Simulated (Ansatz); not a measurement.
**What DFT gives for LaIn₂Si₂**

```yaml
crystal:
  lattice:
    - [0.00000, 4.47547, 0.00000]
    - [4.47547, 0.00000, 0.00000]
    - [2.23773, 2.23773, -5.61383]
  atoms:
    - { symbol: La, position: [0.00000, 0.00000, 0.00000] }
    - { symbol: Si, position: [0.38000, 0.38000, 0.24000] }
    - { symbol: Si, position: [0.62000, 0.62000, 0.76000] }
    - { symbol: In, position: [0.75000, 0.25000, 0.50000] }
    - { symbol: In, position: [0.25000, 0.75000, 0.50000] }
```

Method: r2SCAN, no spin polarisation; PAW, plane waves to 500 eV, 8×8×8 Γ-centred mesh, fermi-dirac occupations (width 0.1 eV) (Ansatz 0.2.0), atoms fixed.

**Formation energy.** -0.11 eV an atom against the elements' usual phases (free molecules for gases, crystals otherwise, with no correction for O₂ or N₂), so it is bound against them; other compounds may still compete. Relaxing would lower it.
**Electronic structure.** It is a metal, with about 2.4 states/eV a cell as the mean within 0.25 eV of the Fermi level, mostly La d (29 %), Si p (17 %) and In p (17 %).
**Stress.** The pressure is 4.4 GPa (compression positive), so with the atoms held at these fractions the cell would first expand; the forces are large, so a full relaxation may end otherwise. The principal stresses 3.0, 5.1, 5.1 GPa differ, so its shape would change too.
**Charges.** Bader charges in e: La +1.42, In +0.09, Si -0.80. In the mean La gives up most and Si takes most.
**Forces.** The largest is on Si3 (and as large on other atoms): 1.57 eV/Å, components (0.00, 0.00, -1.57). It makes 123° with the line to a nearest neighbour, In4 at 2.67 Å.

Origin: a known structure type with other elements, at an estimated volume, so it need not be a known compound. Caveats: atoms or cell far from equilibrium; f levels without a U or exact exchange are poorly placed.
